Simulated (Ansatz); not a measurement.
Trial structure of PbS5, not yet relaxed:

```
Pb S
1.0
     0.00000    5.43920    5.43920
     5.43920    0.00000    5.43920
     5.43920    5.43920    0.00000
Pb S
1 5
Direct
  0.50000 0.50000 0.50000
  0.38670 0.38670 0.38670
  0.38670 0.38670 0.83990
  0.38670 0.83990 0.38670
  0.83990 0.38670 0.38670
  0.75000 0.75000 0.75000
```

Level of theory: Ansatz 0.2.0, DFT PBE, scalar-relativistic, plane waves, PAW. Cutoff 420 eV; k points 4×4×4 on the computed 6-atom cell (Γ-centred); Gaussian smearing, width 0.10 eV; no spin polarisation.

Energies over the elements count from the elements' standard structures at the same level, with no fitted energy shifts.

Task: What does a single point on this coarse mesh give?

Result: The pressure is 9.2 GPa (it wants to expand), the largest force is 7.40 eV/Å, and the energy is +2.39 eV/atom against the elements. The shortest distance is 2.13 Å.

Task: Is it a good guess?

Result: A poor one: relaxing gains about 1.2 eV/atom (the start's value is from the coarse mesh, so the gain is rough) in 12 ionic steps and ends at +1.22 eV/atom on the finer mesh. The symmetry stays F-43m (No. 216). The volume per atom shrinks by 30.3 %, from 53.6 to 37.4 Å³. The shortest distance goes from 2.13 Å (Pb–S) to 2.50 Å (S–S). Conventional cell: a = 9.644 Å. Pb is surrounded by 4 S at 2.65 Å and 4 S at 4.18 Å; S on a site of symmetry 3m has 3 S at 2.50 Å, 1 Pb at 2.65 Å, 3 S at 4.13 Å and 3 S at 4.32 Å; around S on a site of symmetry -43m lie 12 S at 4.13 Å and 4 Pb at 4.18 Å (long against covalent radii, as for large ions).

The last run used an 8×8×8 mesh for its 6-atom cell and Gaussian smearing of 0.10 eV. These runs have no spin–orbit coupling, which can matter for Pb. S stands nearly free of neighbours here, and without spin polarisation the energy of such atoms comes out too high. The cell is a metal run without spin; a magnetic state may lie lower. The reference form of S is held partly by dispersion forces, which this level lacks. The relaxation can't lower the symmetry of the start, and the grade says only how near the guess is to its own end. Symmetry constrained the relaxation, so the result can be a saddle point.
